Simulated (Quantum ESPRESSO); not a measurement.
## Si3PC3B (convergence and cost over cutoff and k mesh)

A calculation, not a measurement. The program is pw.x of Quantum ESPRESSO 7.5 (plane-wave density functional theory). The cell is made up: 8 atoms on a zincblende/diamond lattice, with randomly drawn elements, strain and displacements, not relaxed. PseudoDojo standard norm-conserving files (v0.5 for PBE, v0.4.1 for LDA and PBEsol) set the functional; there is no spin polarisation, spin-orbit coupling or dispersion term, and the masses in the input are unused placeholders.

Input of the run in row 4:

```
&control calculation='scf', pseudo_dir='./dojo.nc.sr.pbe.v0_5.standard.upf', outdir='./o', disk_io='medium', tprnfor=.true., tstress=.true. /
&system ibrav=0, nat=8, ntyp=4, nbnd=22, ecutwfc=82.02448710, nosym=.true., tot_charge=0,
 occupations='smearing', smearing='fd', degauss=0.0018374661
/
&electrons conv_thr=7.350e-09, electron_maxstep=60, /
ATOMIC_SPECIES
B 1.0 B.upf
C 1.0 C.upf
P 1.0 P.upf
Si 1.0 Si.upf
CELL_PARAMETERS angstrom
4.4905 0.0 0.0
0.0 4.4905 0.0
0.0 0.0 4.4905
ATOMIC_POSITIONS angstrom
Si 0.0002 -0.0787 -0.0343
Si 0.0121 2.2361 2.2384
Si 2.181 0.0004 2.2779
P 2.2316 2.2255 0.0766
C 1.1241 1.0813 1.0293
C 1.197 3.3631 3.3987
B 3.326 1.1434 3.3568
C 3.3127 3.3508 1.1158
K_POINTS automatic
4 4 4 1 1 1
```

The same cell was run at these settings. Meshes are shifted by half a step, and differences are from the last row, which is itself not exact.

```
cutoff (eV)     k mesh  k points solved  threshold (eV)  free energy less the last row's (eV)  pressure (GPa)  largest stress difference (GPa)  largest force difference (eV/Å)  iterations  wall time (s)  k-point pools              processor
        781  2 x 2 x 2                4           1e-04                                 0.724           -9.21                             1.57                            0.055           7              9              1  AMD EPYC, Zen 5 class
       1116  2 x 2 x 2                4           1e-07                                 0.517           -7.33                             0.41                            0.061          12             19              1  AMD EPYC, Zen 5 class
        782  4 x 4 x 4               32           1e-07                                 0.210           -9.55                             1.87                            0.005          12             72              1  AMD EPYC, Zen 5 class
       1116  4 x 4 x 4               32           1e-07                                 0.007           -7.72                             0.04                            0.002          12            101              1  AMD EPYC, Zen 5 class
       1347  6 x 6 x 6              108           1e-07                                 0.000           -7.68                             0.00                            0.000          12            521              1  AMD EPYC, Zen 5 class
```

Each pool is one process. Wall times include start-up and a band step at six k points, which weighs most on the coarsest meshes. The runs were on shared virtual cores whose load varied, so times are rough.